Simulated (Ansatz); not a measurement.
Given:

CuNbSe2:
Space group P6₃/mmc (No. 194); a = b = 3.5769 Å, c = 12.6775 Å, α = β = 90.00°, γ = 120.00°

```json
[
 {"atom": "Se", "site": "4f", "symmetry": "3m.", "x": "0.6667", "y": "0.3333", "z": "0.1205"},
 {"atom": "Nb", "site": "2b", "symmetry": "-6m2", "x": "0.0000", "y": "0.0000", "z": "0.2500"},
 {"atom": "Cu", "site": "2a", "symmetry": "-3m.", "x": "0.0000", "y": "0.0000", "z": "0.0000"}
]
```

This is the r²SCAN+D4-relaxed structure.

### Question
All from r²SCAN+D4 in the plane-wave PAW code Ansatz, unless another level is named. Predict the band gap.

### Answer
0.67 eV (indirect).

### Question
Predict the HSE06 gap on the r²SCAN+D4 cell.

### Answer
0.99 eV.

### Question
Predict the electron effective mass with spin–orbit coupling.

### Answer
0.58, 0.63, 18 mₑ (principal values).

### Question
Give the valence-band maximum.

### Answer
at A.

### Question
And the weight of the conduction-edge state by species (Voronoi cells)?

### Answer
Nb 57 %, Se 23 %, Cu 20 %.

### Question
And the weight of the valence-edge state by species (Voronoi cells)?

### Answer
Nb 61 %, Se 26 %, Cu 13 %.

Space group P6_3/mmc. A made-up cell: these elements were put on the sites of a structure type; neither database checked (COD, Materials Project) lists it. Whether it is the stable phase at ambient conditions was not checked. The cell was relaxed with r²SCAN+D4 under the symmetry of its start; its stability against distortions is not shown here. No spin polarisation was allowed. Scalar-relativistic: spin–orbit coupling is off unless named, which matters more the heavier the elements.

Potentials: the later of the program's two PAW sets.
